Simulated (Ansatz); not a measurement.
The relaxed structure here is a generated cell of TiAl3: the first start was made by placing the elements on the sites of a structure type, and the end was not matched to a known phase here, so it may be hypothetical. Known forms of TiAl3 include space group No. 139.

One starting cell of TiAl3 (a generated cell, TiAl3 built in the AFLOW prototype AB3_hP8_182_c_g (as in Fe3C)) was relaxed twice with Ansatz (plane waves, PAW, scalar-relativistic): with PBEsol at 420 eV and with PBE at 420 eV. The PBEsol result:

```cif
data_Al6Ti2
_chemical_formula_sum 'Al6 Ti2'
_space_group_name_H-M_alt 'P6322'
_space_group_IT_number 182
_space_group_name_Hall 'P 6c 2c'
_cell_length_a 7.48282
_cell_length_b 7.48282
_cell_length_c 2.85959
_cell_angle_alpha 90.000
_cell_angle_beta 90.000
_cell_angle_gamma 120.000
loop_
_atom_site_label
_atom_site_type_symbol
_atom_site_symmetry_multiplicity
_atom_site_Wyckoff_symbol
_atom_site_fract_x
_atom_site_fract_y
_atom_site_fract_z
_atom_site_occupancy
Al1 Al 6 g 0.00000 0.31595 0.00000 1
Ti1 Ti 2 c 0.33333 0.66667 0.25000 1
```

```csv
quantity,PBEsol,PBE
space group,P6₃22,P6₃22
volume (Å³/atom),17.33,?
a (Å),7.483,?
c (Å),2.860,?
"gap (eV, no spin-orbit coupling)",0.00,?
```

Question: Fill in the PBE column.

Answer: 
- volume (Å³/atom), PBE: 17.79
- a (Å), PBE: 7.538
- c (Å), PBE: 2.892
- gap (eV, no spin-orbit coupling), PBE: 0.00

Both levels end in the same structure; PBE's volume is 2.6 % larger. Neither column is exact.

No spin polarisation in the result. A magnetic state may lie lower.

The run could not lower the symmetry of its start; a shaken copy of this end point relaxes with PBEsol to P2₁/m (No. 11), 0.30 eV/atom lower.

Ansatz is a first-principles code.
